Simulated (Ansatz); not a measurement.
Ni (simple cubic): energy against volume

Theory: DFT, m-r2SCAN, plane waves (500 eV) with PAW, scalar-relativistic (Ansatz). The PAW files were generated under PBE, with cores re-solved for the functional.

The cell is scaled uniformly from the relaxed one, with fractional coordinates and shape fixed. Energies are extrapolated to zero smearing, pressures are those at the given smearing. Magnetic state: ferromagnetic.

A Birch-Murnaghan fit gives V₀ = 12.04 Å³/atom, B₀ = 165 GPa, B₀′ = 4.8.

Problem. What are the energy above the minimum and the pressure at 11.536 Å³/atom?

Solution. 11.9 meV/atom and 7.92 GPa as computed.

Problem. What are the energy above the minimum and the pressure at 12.497 Å³/atom?

Solution. 8.3 meV/atom and -5.52 GPa as computed.

Problem. What are the energy above the minimum and the pressure at 12.978 Å³/atom?

Solution. 32.6 meV/atom and -10.20 GPa as computed.

m-r²SCAN is r²SCAN on the gauge-invariant kinetic-energy density; without spin polarisation the two are equal.
